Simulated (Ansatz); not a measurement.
BN (rock salt, Fm-3m) at seven volumes, LDA in the plane-wave PAW code Ansatz, scaled uniformly. One row is withheld.

```csv
V (Å³/atom),P (GPa)
4.709,46.95
4.865,28.96
5.020,13.44
5.175,0.00
5.330,-11.61
5.486,?
5.641,-30.37
```

Task: Fit the shown pressures and predict the withheld one.

Result: P = (3/2)B₀(x^(7/2) − x^(5/2))[1 + (3/4)(B′ − 4)(x − 1)] with x = (V₀/V)^(2/3). Least squares on the six rows gives V₀ = 5.175 Å³/atom, B₀ = 416 GPa, B′ = 3.81. At V = 5.486, x = 0.9618 and P = -21.72 GPa. The run itself gave -21.67 GPa.

A made-up cell: these elements were put on the sites of a structure type; neither database checked (COD, Materials Project) lists it. It is not the phase usual at ambient conditions (space group No. 186, 194, 216). Symmetry was held in the LDA relaxation. At this level the phase is dynamically unstable (imaginary phonons).

Potentials: the later of the program's two PAW sets.
